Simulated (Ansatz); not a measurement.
Mn2Ge in space group P6_3/mmc (No. 194; Mn on 2a, Mn on 2d, Ge on 2c) under volume change, the program Ansatz at the PBEsol level (PAW), shape and atoms relaxed at each volume.

```csv
V (Å³/atom),E − E(relaxed) (meV/atom),P (GPa)
11.024,58.5,19.06
11.387,?,?
11.751,6.2,5.58
12.114,0.0,0.00
12.478,4.8,-4.09
12.841,?,?
13.205,40.7,-11.21
```

Fill in the missing entries.


- 11.387, E − E(relaxed) (meV/atom): 24.6
- 11.387, P (GPa): 11.10
- 12.841, E − E(relaxed) (meV/atom): 18.5
- 12.841, P (GPa): -8.02

What does a third-order Birch–Murnaghan fit give for V₀, B₀ and B′?

V₀ = 12.12 Å³/atom, B₀ = 159 GPa, B′ = 4.7.

The first step of the workflow began from a Materials Project structure, measured or hypothetical; the Crystallography Open Database copy checked does not list it. Whether it is the stable phase at ambient conditions was not checked. The cell was relaxed with PBEsol under the symmetry of its start; its stability against distortions is not shown here. Spin order of the final state: ferromagnetic, chosen from 5 collinear starts compared on coarse meshes (ties went to the first, and starts can fall back to one state), not a proven ground state.

Potentials: the later of the program's two PAW sets.
